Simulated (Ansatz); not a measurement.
TaCo3:
```yaml
crystal:
  lattice:
    - [2.54620, 1.47005, 6.17048]
    - [-2.54620, 1.47005, 6.17048]
    - [0.00000, -2.94010, 6.17048]
  atoms:
    - { symbol: Ta, position: [0.00000, 0.00000, 0.00000] }
    - { symbol: Ta, position: [0.21868, 0.21868, 0.21868] }
    - { symbol: Ta, position: [0.78132, 0.78132, 0.78132] }
    - { symbol: Co, position: [0.50000, 0.50000, 0.00000] }
    - { symbol: Co, position: [0.00000, 0.50000, 0.50000] }
    - { symbol: Co, position: [0.50000, 0.00000, 0.50000] }
    - { symbol: Co, position: [0.71389, 0.24182, 0.71389] }
    - { symbol: Co, position: [0.28611, 0.75818, 0.28611] }
    - { symbol: Co, position: [0.71389, 0.71389, 0.24182] }
    - { symbol: Co, position: [0.28611, 0.28611, 0.75818] }
    - { symbol: Co, position: [0.24182, 0.71389, 0.71389] }
    - { symbol: Co, position: [0.75818, 0.28611, 0.28611] }
```

Relaxed with PBEsol. Special points in fractions of this cell's reciprocal vectors: Γ (0.000, 0.000, 0.000); T (0.500, 0.500, 0.500); H2 (0.795, 0.205, 0.500); H0 (0.500, -0.205, 0.205); L (0.500, 0.000, 0.000); S0 (0.352, -0.352, 0.000); S2 (0.648, 0.000, 0.352); F (0.500, 0.000, 0.500).

List the band energies nearest the Fermi level at these points for PBEsol with spin–orbit coupling in the plane-wave PAW code Ansatz.

In eV from the Fermi level; about four levels below and three above (degenerate sets whole), none deeper than 8.9 eV; points with the same levels are listed once.

```
k                                 below                above
--  -----------------------------------  -------------------
Γ               -0.42 -0.42 -0.19 -0.19  0.30 0.30 0.33 0.33
T               -0.23 -0.23 -0.22 -0.22  0.31 0.31 0.41 0.41
H2              -0.32 -0.32 -0.06 -0.06  0.03 0.03 0.27 0.27
L   -0.36 -0.36 -0.35 -0.35 -0.26 -0.26  0.08 0.08 0.43 0.43
S0              -0.26 -0.26 -0.23 -0.23  0.13 0.13 0.20 0.20
F               -0.31 -0.31 -0.20 -0.20  0.46 0.46 0.52 0.52
```

Space group R-3m. The first step of the workflow began from a Materials Project structure, measured or hypothetical; the Crystallography Open Database files this formula in space group No. 166, but the cells were not matched. Whether it is the stable phase at ambient conditions was not checked. The PBEsol relaxation kept the symmetry of its start; its stability against distortions is not shown here. The run is not spin-polarised.

Potentials: the later of the program's two PAW sets.
